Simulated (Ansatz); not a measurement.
Input:

CdO:
```cif
data_Cd4O4
_chemical_formula_sum 'O4 Cd4'
_space_group_name_H-M_alt 'Fm-3m'
_space_group_IT_number 225
_space_group_name_Hall '-F 4 2 3'
_cell_length_a 4.76758
_cell_length_b 4.76758
_cell_length_c 4.76758
_cell_angle_alpha 90.000
_cell_angle_beta 90.000
_cell_angle_gamma 90.000
loop_
_atom_site_label
_atom_site_type_symbol
_atom_site_symmetry_multiplicity
_atom_site_Wyckoff_symbol
_atom_site_fract_x
_atom_site_fract_y
_atom_site_fract_z
_atom_site_occupancy
O1 O 4 a 0.00000 0.00000 0.00000 1
Cd1 Cd 4 b 0.50000 0.50000 0.50000 1
```
(The calculation used a cell of 2 atoms; values per cell refer to that cell.)

This is the PBE-relaxed structure.

### Question
All from DFT-PBE in the program Ansatz with PAW potentials, unless another level is named. Estimate the highest zone-centre frequency.

### Answer
28.3 meV.

### Question
Give the Poisson's ratio.

### Answer
0.34.

Symmetry was held in the PBE relaxation; of distortions, only those at the zone centre were tested. The volume moved by 25 % from the start of the relaxation.

Potentials: the later of the program's two PAW sets.
